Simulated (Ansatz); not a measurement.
Ga₅As₃P₂ (I-4m2) at 3 levels of theory

One geometry, relaxed with PBE; plane waves with PAW potentials in Ansatz, scalar-relativistic. No spin polarisation. Gaps are the least over mesh and band path; pressure is positive in compression.

```yaml
crystal:
  lattice:
    - [-1.99563, 1.99563, 14.13698]
    - [1.99563, -1.99563, 14.13698]
    - [1.99563, 1.99563, -14.13698]
  atoms:
    - { symbol: Ga, position: [0.60296, 0.60296, 0.00000] }
    - { symbol: Ga, position: [0.00000, 0.00000, 0.00000] }
    - { symbol: Ga, position: [0.39704, 0.39704, 0.00000] }
    - { symbol: Ga, position: [0.80141, 0.80141, 0.00000] }
    - { symbol: Ga, position: [0.19859, 0.19859, 0.00000] }
    - { symbol: P, position: [0.34923, 0.84923, 0.50000] }
    - { symbol: P, position: [0.15077, 0.65077, 0.50000] }
    - { symbol: As, position: [0.94855, 0.44855, 0.50000] }
    - { symbol: As, position: [0.75000, 0.25000, 0.50000] }
    - { symbol: As, position: [0.55145, 0.05145, 0.50000] }
```

```
level  cutoff (eV)    k mesh  gap (eV)  pressure (GPa)
  PBE          420  10×10×10      0.67             0.0
```

**Question.** What comes out on the same cell with r2SCAN, PBEsol?

**Answer.**
```
 level  cutoff (eV)    k mesh  gap (eV)  pressure (GPa)
r2SCAN          500  10×10×10      1.15            -2.6
PBEsol          420  10×10×10      0.60            -2.9
```

It was reached by relaxing an invented guess, and it needn't be the stable form of this composition.
